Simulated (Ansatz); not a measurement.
Rh:
```xyz
4
Lattice="2.6810 0.0000 0.0000 -1.3405 2.3218 0.0000 0.0000 0.0000 8.7477" Properties=species:S:1:pos:R:3 pbc="T T T"
Rh     0.0000     0.0000     0.0000
Rh     0.0000     0.0000     4.3738
Rh     0.0000     1.5479     2.1869
Rh     1.3405     0.7739     6.5608
```

Relaxed with r²SCAN+D4.

Q: Which orbitals make up the states near the Fermi level in DFT-r²SCAN+D4 in the program Ansatz with PAW potentials?

A: Within 0.5 eV of the Fermi level: Rh 4d 96 %. Projections are on Löwdin-orthogonalised atomic valence shells; empty p or d shells of many metals are not among them.

Q: Tabulate the density of states.

A: States/eV per cell of 4 atoms, in 0.25 eV bins, energy from the Fermi level.

```csv
E (eV),total,Rh 4d,Rh 5s,Rh 4p
-7.85,0.16,0.00,0.15,0.00
-7.60,0.21,0.00,0.20,0.00
-7.35,0.26,0.01,0.25,0.00
-7.10,0.33,0.01,0.30,0.01
-6.85,0.40,0.03,0.36,0.01
-6.60,0.68,0.22,0.44,0.01
-6.35,2.57,1.88,0.66,0.02
-6.10,4.81,3.70,1.06,0.03
-5.85,5.78,4.62,1.09,0.04
-5.60,7.85,6.84,0.94,0.04
-5.35,6.91,6.16,0.68,0.04
-5.10,6.16,5.57,0.52,0.04
-4.85,4.32,4.02,0.24,0.03
-4.60,4.32,4.06,0.19,0.03
-4.35,4.06,3.81,0.18,0.03
-4.10,5.44,5.05,0.29,0.03
-3.85,6.28,5.89,0.30,0.03
-3.60,5.53,5.22,0.24,0.03
-3.35,7.44,7.03,0.28,0.04
-3.10,5.82,5.43,0.28,0.03
-2.85,7.61,7.16,0.33,0.03
-2.60,6.92,6.45,0.35,0.03
-2.35,6.04,5.56,0.35,0.03
-2.10,6.38,5.91,0.33,0.02
-1.85,4.63,4.28,0.23,0.02
-1.60,4.38,4.08,0.21,0.01
-1.35,4.27,3.99,0.18,0.01
-1.10,5.75,5.45,0.20,0.01
-0.85,4.99,4.73,0.17,0.01
-0.60,4.27,4.03,0.16,0.01
-0.35,4.77,4.55,0.15,0.01
-0.10,5.13,4.91,0.16,0.01
0.15,6.08,5.87,0.16,0.01
0.40,7.36,7.15,0.17,0.00
0.65,6.95,6.68,0.23,0.00
0.90,2.90,2.62,0.25,0.00
1.15,0.91,0.58,0.29,0.00
1.40,0.89,0.50,0.32,0.00
1.65,0.90,0.45,0.35,0.00
1.90,0.90,0.42,0.37,0.00
2.15,0.91,0.38,0.39,0.00
2.40,0.93,0.35,0.41,0.00
2.65,0.96,0.33,0.43,0.00
2.90,0.96,0.30,0.43,0.00
3.15,0.95,0.28,0.43,0.00
3.40,0.89,0.24,0.42,0.00
3.65,0.86,0.21,0.41,0.00
3.90,0.85,0.19,0.40,0.00
4.15,0.86,0.17,0.40,0.00
4.40,0.89,0.16,0.40,0.00
4.65,0.90,0.15,0.38,0.00
```

Space group P6_3/mmc (dhcp (α-La type)). The first step of the workflow began from a Materials Project structure, measured or hypothetical; the Crystallography Open Database copy checked does not list it. It is not the phase usual at ambient conditions (space group No. 225). Symmetry was held in the r²SCAN+D4 relaxation; its stability against distortions is not shown here. The run is not spin-polarised. The pairwise dispersion correction was not fitted to metals. Spin–orbit coupling is left out wherever it is not named.

Potentials: the later of the program's two PAW sets.
